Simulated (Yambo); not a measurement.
Yambo run on LiIOH₂ (space group Pmma, No. 51). The wavefunctions are LDA (pw.x of Quantum ESPRESSO, ONCV potentials, scalar-relativistic) ones on a 2×2×2 mesh (18 occupied bands); a = 6.4345 Å, b = 4.3971 Å, c = 5.6203 Å, α = β = γ = 90.00°.

Yambo input:

```
rim_cut
HF_and_locXC
RandQpts= 1000000
RandGvec= 1 Ry
EXXRLvcs= 84 Ry
VXCRLvcs= 336 Ry
% QPkrange
 1 | 1 | 18 | 19 |
 3 | 3 | 18 | 19 |
%
```

k points by index: 1 = Γ, 3 = (0, -0.5, 0).

Table of the .hf output:

```
#    K-point    Band    Eo [eV]    Ehf [eV]    Vxc [eV]    Vnlxc [eV]
#
    1    18    -0.146128    -3.125706    -11.39310    -14.37268
    1    19    3.387634    7.794950    -8.899437    -4.492121
    3    18    0.000000    -2.917728    -11.20123    -14.11895
    3    19    5.187559    9.725049    -9.132207    -4.594717
```
Exchange alone, without screening.

Spin-orbit coupling is not included.

Geometry of the Materials Project entry, not relaxed at this level.

The structure is a Materials Project entry; no match was found in the copy of COD used, and its stability was not checked.

The distance between layers or molecules is the database entry's, not relaxed here. Functionals without dispersion can leave it too large, which widens gaps and weakens the response across layers: the numbers belong to this cell.
